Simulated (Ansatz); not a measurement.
P2W:
Space group C2/m (No. 12); a = 8.4570 Å, b = 3.1478 Å, c = 7.4501 Å, α = 90.00°, β = 119.23°, γ = 90.00°

```json
[
 {"atom": "P", "site": "4i", "symmetry": "m", "x": "0.1386", "y": "0.0000", "z": "0.0246"},
 {"atom": "P", "site": "4i", "symmetry": "m", "x": "0.3987", "y": "0.0000", "z": "0.6006"},
 {"atom": "W", "site": "4i", "symmetry": "m", "x": "0.1576", "y": "0.0000", "z": "0.7062"}
]
```
(The calculation used a cell of 6 atoms; values per cell refer to that cell.)

Relaxed at zero pressure with PBEsol (plane waves, PAW; program Ansatz).

Problem. The volume is raised by 3 % and shape and atoms relax at that volume. What pressure results, and how do the axes share the change?

Solution. -5.6 GPa; a 0.9 %, b 1.3 %, c 0.7 %; the energy rises by 8 meV/atom.

Problem. Give the new structure.

Solution. 
Space group C2/m (No. 12); a = 8.5311 Å, b = 3.1902 Å, c = 7.5036 Å, α = 90.00°, β = 119.20°, γ = 90.00°

```csv
atom,site,symmetry,x,y,z
P,4i,m,0.1392,0.0000,0.0254
P,4i,m,0.1004,0.5000,0.3998
W,4i,m,0.1574,0.0000,0.7061
```

The phase is kept; no other phase was compared at this pressure.

The first step of the workflow began from a Materials Project structure, measured or hypothetical; the Crystallography Open Database files this formula in space group No. 12, but the cells were not matched. Whether it is the stable phase at ambient conditions was not checked. The PBEsol relaxation kept the symmetry of its start; of distortions, only those at the zone centre were tested. No spin polarisation was allowed. Scalar-relativistic: spin–orbit coupling is off unless named, which matters more the heavier the elements.

Potentials: the earlier of the program's two PAW sets.
